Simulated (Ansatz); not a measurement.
## I-127 nuclear quadrupole resonance in I

Cell: a structure deposited in the COD, its atoms then relaxed with PBE in this cell.

```yaml
crystal:
  lattice:
    - [3.62750, -2.39750, 0.00000]
    - [3.62750, 2.39750, 0.00000]
    - [0.00000, 0.00000, 9.78000]
  atoms:
    - { symbol: I, position: [0.84609, 0.15391, 0.12160] }
    - { symbol: I, position: [0.65391, 0.34609, 0.62160] }
    - { symbol: I, position: [0.15391, 0.84609, 0.87840] }
    - { symbol: I, position: [0.34609, 0.65391, 0.37840] }
```

Sites (sets of like atoms) are named by element and the number of their first atom in this list.

Method: Kohn–Sham DFT in Ansatz, PBE, plane waves and PAW, scalar-relativistic, 420 eV cutoff, Γ-centred 8×8×4 k-points, Fermi–Dirac smearing 0.05 eV.

I-127: I = 5/2, Q = -688.2 mb (year-2017 value). Static lattice, zero field.

Question: The simulated lines lie at 329.7, 570.1 MHz. What are |C_Q|, η and |V_zz| at I?

Answer: For I = 5/2 and η = 0 the lines are 3|C_Q|/20 and twice that; η pulls their ratio below 2. Here |C_Q| = 1946 MHz, η = 0.36 and |V_zz| = 116.9 × 10²¹ V/m². The calculation gives V_zz positive; the lines don't show the sign. The site has 1 I at 2.80 Å.

The structure holds I–I bonds (2.80 Å). At I V_zz points along its bond to I (within 1°).

Without spin–orbit coupling the gradients at and beside I can be off by some per cent, at some sites by more.
